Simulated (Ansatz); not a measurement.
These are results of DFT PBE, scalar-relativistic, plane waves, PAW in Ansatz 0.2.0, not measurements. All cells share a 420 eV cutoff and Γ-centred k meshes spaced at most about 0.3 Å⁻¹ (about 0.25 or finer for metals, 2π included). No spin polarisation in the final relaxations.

Temperature and zero-point effects are left out.

Two forms of Be4Se were relaxed alike.

A. Space group Cmmm (No. 65), orthorhombic, a = 5.356 Å, b = 6.718 Å, c = 3.458 Å. Around Be on a site of symmetry 2mm lie 1 Be at 1.92 Å, 4 Be at 2.25 Å and 2 Se at 2.44 Å; Be on a site of symmetry m2m is surrounded by 5 Be at 2.12–2.25 Å, 1 Se at 2.30 Å and 2 Se at 2.88 Å; around Se lie 2 Be at 2.30 Å, 4 Be at 2.44 Å and 4 Be at 2.88 Å.

B. Space group Pm-3m (No. 221), cubic, a = 3.964 Å. Be on a site of symmetry m-3m is surrounded by 6 Be at 1.98 Å; around Be on a site of symmetry 4/mmm lie 2 Be at 1.98 Å, 4 Se at 2.80 Å and 8 Be at 2.80 Å; Se is surrounded by 12 Be at 2.80 Å and 8 Be at 3.43 Å.

Task: Which would you expect to be lower, and how large is the difference?

Result: A is lower, by 263 meV/atom. A has space group Cmmm (No. 65), 12.4 Å³/atom and no gap on its mesh; B has space group Pm-3m (No. 221), 12.5 Å³/atom and no gap. Counting Be atoms around Se (those within 1.25 times the shortest such distance or 1.15 times the sum of covalent radii; a plus sign parts nearer from farther groups; the shortest distance is added where it is long for a bond), A has Se 6 and B has Se 12+8 from 2.8 Å. Even the lower one lies +0.47 eV/atom against the reference forms of the elements (uncorrected), so neither is stable at this level. Both come from invented guesses. A third cell relaxed alike, in C222_1, lies 194 meV/atom below the lower of the two.

Cells relaxed within their symmetry can be saddle points.
